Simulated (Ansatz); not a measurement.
ZnSe:
```xyz
2
Lattice="0.0000 2.8330 2.8330 2.8330 0.0000 2.8330 2.8330 2.8330 0.0000" Properties=species:S:1:pos:R:3 pbc="T T T"
Zn     0.0000     0.0000     0.0000
Se     1.4165     1.4165     1.4165
```

x, y and z are the axes in which the lattice vectors are written.

### Question
Give the high-frequency dielectric tensor and the Born effective charge tensors of the independent atoms from DFPT, the program Ansatz at the r²SCAN level (PAW).

### Answer

ε∞:
```
6.39  0.00  0.00
0.00  6.39  0.00
0.00  0.00  6.39
```
Z* of atom 1 (Zn), rows: field, columns: displacement, in e:
```
2.05  0.00  0.00
0.00  2.05  0.00
0.00  0.00  2.05
```
Z* of atom 2 (Se), rows: field, columns: displacement, in e:
```
-2.05   0.00   0.00
 0.00  -2.05   0.00
 0.00   0.00  -2.05
```

Static charges for comparison (Bader): Zn1 +0.84, Se2 -0.84 e. Born charges measure polarisation by displacement and can exceed these by far.

Space group F-43m (zinc blende). Symmetry was held in the r²SCAN relaxation. Scalar-relativistic: spin–orbit coupling is off unless named, which matters more the heavier the elements.

Potentials: the earlier of the program's two PAW sets.
